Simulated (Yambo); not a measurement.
Yambo input for Mg$_{3}$ZnO$_{4}$ (space group P4/mmm, No. 123) (a = 3.026 Å, b = 3.026 Å, c = 8.553 Å, α = 90.00°, β = 90.00°, γ = 90.00°), on norm-conserving PBEsol (Quantum ESPRESSO, 84 Ry, no spin-orbit coupling) wavefunctions on a 12×12×4 mesh:

```
optics
chi
dipoles
kernel
FFTGvecs= 40 Ry
Chimod= "HARTREE"
NGsBlkXd= 3 Ry
% QpntsRXd
 1 | 1 |
%
% BndsRnXd
 8 | 81 |
%
GrFnTpXd= "R"
% EnRngeXd
 0.0 | 20.0 | eV
%
% DmRngeXd
 0.2 | 0.2 | eV
%
CGrdSpXd= 50
ETStpsXd= 161
% LongDrXd
 1.0 | 0.0 | 0.0 |
%
% XfnQP_E
 1.949 | 1.0 | 1.0 |
%
```

First lines of the file o-*.eps_q1_inv_rpa_dyson:

```
Absorption @ Q(1):   1.00000000     0.00000000     0.00000000    [q->0 direction]
#
# [ X ] Hartree size     :   57
# [GEN] GF Energies     : Perdew, Burke & Ernzerhof SOL(X)+Perdew, Burke & Ernzerhof SOL(C)+ user defined corrections @E
# [GEN] Green`s Function     : Retarded
#
# [GEN] Gauge     : Length
# [GEN] [r,Vnl] included     : yes
#
#    E[1] [eV]     Im(eps)     Re(eps)     Im(eps_o)     Re(eps_o)
#
     0.000000     -0.92713E-09     3.243204     -0.15396E-17     3.339699
     0.125000     0.001047     3.243530     0.001067     3.340031
     0.250000     0.002097     3.244510     0.002137     3.341030
     0.375000     0.003153     3.246146     0.003212     3.342697
     0.500000     0.004218     3.248444     0.004297     3.345038
     0.625000     0.005295     3.251408     0.005393     3.348058
     0.750000     0.006388     3.255050     0.006505     3.351766
     0.875000     0.007499     3.259377     0.007636     3.356173
     1.000000     0.008633     3.264404     0.008788     3.361292
     1.125000     0.009793     3.270146     0.009967     3.367137
     1.250000     0.010983     3.276619     0.011176     3.373725
     1.375000     0.012208     3.283845     0.012419     3.381077
     1.500000     0.013473     3.291846     0.013701     3.389214
     1.625000     0.014782     3.300648     0.015027     3.398164
     1.750000     0.016142     3.310280     0.016404     3.407955
     1.875000     0.017560     3.320776     0.017837     3.418620
     2.000000     0.019042     3.332174     0.019333     3.430196
     2.125000     0.020596     3.344516     0.020902     3.442725
     2.250000     0.022232     3.357848     0.022551     3.456254
     2.375000     0.023961     3.372226     0.024291     3.470835
     2.500000     0.025795     3.387710     0.026135     3.486528
     2.625000     0.027748     3.404367     0.028095     3.503402
     2.750000     0.029836     3.422277     0.030189     3.521532
     2.875000     0.032080     3.441529     0.032436     3.541007
     3.000000     0.034502     3.462223     0.034858     3.561925
     3.125000     0.037131     3.484478     0.037483     3.584403
     3.250000     0.040001     3.508428     0.040344     3.608574
     3.375000     0.043154     3.534233     0.043482     3.634592
     3.500000     0.046643     3.562079     0.046949     3.662640
     3.625000     0.050534     3.592186     0.050810     3.692935
     3.750000     0.054914     3.624819     0.055149     3.725735
     3.875000     0.059897     3.660298     0.060077     3.761354
     4.000000     0.065638     3.699021     0.065745     3.800179
```
(The file goes on to the top of the energy range.) Convergence of the RPA response with its 12×12×4 mesh was not tested. The scissor comes from a G0W0 run whose convergence isn't established.

Geometry of the Materials Project entry, not relaxed at this level.

The structure is a Materials Project entry; no match was found in the copy of COD used, and its stability was not checked.

With a shallow 3d shell G0W0 needs far more bands and larger blocks than here, so the scissor is uncertain by tenths of an eV or more.
